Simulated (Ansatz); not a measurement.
Ni₃Ge (Cu3Au type, space group No. 221), DFT-PBE in the program Ansatz with PAW potentials, all energies at zero smearing, with the estimated change up to a 700 eV cutoff added, with one set of potentials and settings (totals compare only within such a set). Cell of 4 atoms (3 Ni, 1 Ge): -21815.315 eV.

```
element                             reference phase  E (eV/atom)
-------  ------------------------------------------  -----------
Ni       Fm-3m, 1 atoms in the cell, spin-polarised   -5839.7295
Ge                       Fd-3m, 2 atoms in the cell   -4294.9907
```

Formation energy per atom, worked out: (-21815.315 − 3×(-5839.7295) − 1×(-4294.9907))/4 = -0.284 eV/atom (-27 kJ per mol of atoms), at 0 K, without zero-point energy or fitted corrections.

Space group Pm-3m (Cu3Au type). The workflow started from a Materials Project entry (that database holds measured and hypothetical structures alike); the Crystallography Open Database copy checked does not list it. Its standing as an ambient phase is unchecked. The PBE relaxation kept the symmetry of its start; whether a distortion lowers the energy is not shown. The run is not spin-polarised. The references are the lowest solids computed at this level, not always the standard phases.

Potentials: the earlier of the program's two PAW sets.
